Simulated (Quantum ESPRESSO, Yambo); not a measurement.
G0W0 results for KOH

```
CELL_PARAMETERS angstrom
      1.95904    -5.18130     0.00000
      1.95904     5.18130     0.00000
      0.00000     0.00000     3.97296
ATOMIC_POSITIONS crystal
  H  0.03190 0.96810 0.09634
  H  0.96810 0.03190 0.59634
  O  0.10279 0.89721 0.25881
  O  0.89721 0.10279 0.75881
  K  0.36091 0.63909 0.23944
  K  0.63909 0.36091 0.73944
```

The geometry is that of Materials Project entry mp-626785, symmetrised and not relaxed again.

Starting point: norm-conserving PBEsol (Quantum ESPRESSO, 84 Ry, scalar-relativistic). G0W0 in Yambo: 4×4×4 Γ-centred k mesh, 117 bands and a 7 Ry block in the screening, 117 bands in G with the Bruneval-Gonze terminator, plasmon pole fitted at 27.2 eV.

```json
{
 "PBEsol gap along the band path": "3.86 eV",
 "PBEsol gap between the mesh's edge points ((-0.5, -0.5, 0) → Γ)": "3.86 eV",
 "G0W0 gap between the same points": "6.37 eV",
 "PBEsol smallest direct gap on the mesh (at Γ)": "3.88 eV",
 "G0W0 direct gap at that point": "6.41 eV"
}
```

| k point | band | E PBEsol (eV) | E QP (eV) | shift (eV) | Z |
|---|---|---|---|---|---|
| Γ | VB | -0.02 | -1.63 | -1.60 | 0.80 |
| Γ | CB | 3.86 | 4.79 | 0.93 | 0.88 |
| (0, 0, -0.5) | VB | -0.55 | -2.23 | -1.67 | 0.80 |
| (0, 0, -0.5) | CB | 6.70 | 8.02 | 1.32 | 0.87 |
| (0, -0.5, 0) | VB | -0.53 | -2.14 | -1.61 | 0.80 |
| (0, -0.5, 0) | CB | 6.89 | 8.37 | 1.49 | 0.86 |
| (0, -0.5, -0.5) | VB | -0.43 | -2.06 | -1.63 | 0.81 |
| (0, -0.5, -0.5) | CB | 6.48 | 8.01 | 1.53 | 0.88 |
| (-0.5, -0.5, 0) | VB | 0.00 | -1.58 | -1.58 | 0.80 |
| (-0.5, -0.5, 0) | CB | 5.83 | 7.18 | 1.35 | 0.88 |
| (-0.5, -0.5, -0.5) | VB | -0.50 | -2.16 | -1.67 | 0.80 |
| (-0.5, -0.5, -0.5) | CB | 6.89 | 8.34 | 1.45 | 0.87 |

Energies count from the PBEsol valence-band maximum.

Nearest settings tried, and what they do to the gap: 76 bands in W, 76 bands in G: +29 meV; 1 Ry block (13 vectors against 173): +726 meV. Not varied: mesh. So the settings aren't converged at that level.

The structure is a Materials Project entry; no match was found in the copy of COD used, and its stability was not checked.
